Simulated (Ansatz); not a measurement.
NbIr (rock salt), relaxed with PBEsol (Ansatz, a program for electronic structure, plane waves, PAW): a = b = c = 5.2135 Å, α = β = γ = 90.00°.

| Property | Result |
|---|---|
| ΔH_f (eV/atom) | 0.14 |
| B₀ by P(V) fit (GPa) | 220 |

Q: The same phase is relaxed and computed with PBE in the same code. What are the cell and these values now?

A: a = b = c = 5.271 Å, α = β = γ = 90.00°.

* **ΔH_f (eV/atom)**: 0.07
* **B₀ by P(V) fit (GPa)**: 200

Typed or built starts, not in the databases checked: NbIr, rock salt. Unstable at this level: NbIr, rock salt with PBEsol. All cells were relaxed under the symmetry of their starts (and spin orders); stability against distortions was not tested throughout. Rows with no word on spin ran without spin polarisation. Spin–orbit coupling is left out wherever it is not named.

Potentials: the later of the program's two PAW sets.

Ansatz is a plane-wave DFT program.

Formation energies count from the lowest solids of the elements computed at the same level, not from gases.
